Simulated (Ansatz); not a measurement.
Is this InGa2P3 structure a true minimum?

The cell was found from a structure generator's guess, not taken from experiment.

Method: Ansatz 0.2.0, DFT PBE, scalar-relativistic, plane waves, PAW. Settings: cutoff 420 eV, Γ-centred mesh 10×10×10 on the computed 6-atom cell, Gaussian smearing of 0.02 eV; no spin polarisation.

The cell below (6 atoms, space group I-4m2 (No. 119)) is relaxed within its symmetry.

```xyz
6
Lattice="-1.9943 1.9943 8.5346 1.9943 -1.9943 8.5346 1.9943 1.9943 -8.5346" Properties=species:S:1:pos:R:3 pbc="T T T"
In    0.0000    0.0000    0.0000
Ga    0.0000    0.0000   11.4512
Ga    0.0000    0.0000    5.6180
P     0.0000    1.9943    6.9542
P     1.9943    0.0000    4.2673
P     0.0000    1.9943    1.5804
```

For the test a repeat of it with 12 atoms (edges 3.99, 7.98, 8.99 Å) was strained at random (σ = 1.5 % a component), the atoms were moved at random (σ = 0.05 Å), and all was relaxed again on a coarse 4×2×4 mesh (in the run’s order of axes) with 0.10 eV smearing, with no symmetry imposed.

Question: What happens?

Answer: It returns, within 1 meV/atom of the unmoved cell on that mesh and with the same symmetry when read at 0.1 Å. So it is stable against the distortions that fit this cell and that this random move excites. Modes that don't fit the cell aren't tested.
